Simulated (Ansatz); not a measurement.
KBr (rock salt)

```
CELL_PARAMETERS angstrom
      0.00000     6.70523     6.70523
      3.35261     0.00000     3.35261
      3.35261     3.35261     0.00000
ATOMIC_POSITIONS crystal
  Br 0.00000 0.00000 0.00000
  Br 0.50000 0.00000 0.00000
  K  0.25000 0.50000 0.50000
  K  0.75000 0.50000 0.50000
```

A phonon eigenvector at L = (0.5, 0.0, 0.0) is frozen into this cell: atom i moves by Q times the vector below, so Q is the largest atomic displacement, in Å. The cell is held. (q is in reciprocal vectors of the primitive cell; the cell shown is doubled to hold the pattern.)

| atom | x | y | z |
|---|---|---|---|
| K3 | -0.577 | 0.577 | 0.577 |
| K4 | 0.577 | -0.577 | -0.577 |

Atoms not listed stay in place.

These are PBE (plane waves to 420 eV, PAW, scalar-relativistic; Ansatz, a quantum-chemistry and plane-wave program) values and carry that method's errors. k mesh 9×9×9 (Γ-centred), Fermi-Dirac smearing 0.05 eV. Energies are smeared free energies. KBr was relaxed with its symmetry unable to fall. ΔE is measured from the undisplaced structure.

```csv
Q (Å),ΔE (meV/cell)
-0.180,84.4
-0.150,58.6
-0.120,withheld
-0.090,21.1
-0.060,9.4
-0.030,2.3
0.000,0.0
0.030,2.3
0.060,9.4
0.090,21.1
0.120,withheld
0.150,58.6
0.180,84.4
```

Fit an even polynomial form (powers 2, 4) to the given rows and predict ΔE at Q = -0.120.

Least squares on the 11 given rows: ΔE = (2605)·Q² + (7.603)·Q⁴, in meV/cell with Q in Å; root-mean-square residual 0.02 meV/cell. At -0.120 the fit gives 37.5 meV/cell; the calculation gives 37.5 meV/cell, the same to the digits shown. The quadratic term alone would give 37.5 meV/cell.

(A displaced cell: forces are minus the slopes of the energy, force constants its curvatures, and phonons follow from these.)
